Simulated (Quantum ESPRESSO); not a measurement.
# Kohn-Sham bands of KCl (rock salt)

```yaml
crystal:
  lattice:
    - [0.00000, 3.14187, 3.14187]
    - [3.14187, 0.00000, 3.14187]
    - [3.14187, 3.14187, 0.00000]
  atoms:
    - { symbol: K, position: [0.00000, 0.00000, 0.00000] }
    - { symbol: Cl, position: [0.50000, 0.50000, 0.50000] }
```

Structure: Materials Project mp-23193, symmetrised, not relaxed again. COD (Crystallography Open Database) has the formula in 2 space groups, this one among them (matched by group alone). Level: PBEsol, no spin polarisation, no spin-orbit coupling; pw.x of Quantum ESPRESSO at 60 Ry with PseudoDojo potentials, 8×8×8 k-points, Wannier90. Density: 8×8×8 mesh, cold smearing 0.01 Ry.

Question: List the Kohn-Sham levels between −8 and 8.0 eV relative to the valence-band maximum at the high-symmetry points, as a band run of pw.x on that density gives them (levels within 2 meV counted together).

Answer: 
```tsv
point	k (reciprocal lattice)	levels (eV)
Γ	0.000 0.000 0.000	0.00 (×3), 5.04
X	0.500 0.000 0.500	-0.68, -0.23 (×2), 6.39
U	0.625 0.250 0.625	-0.58, -0.57, -0.30, 7.15
K	0.375 0.375 0.750	-0.58, -0.57, -0.30, 7.15
L	0.500 0.500 0.500	-1.09, -0.34 (×2), 7.43
W	0.500 0.250 0.750	-0.50, -0.49 (×2), 7.91 (×2)
```
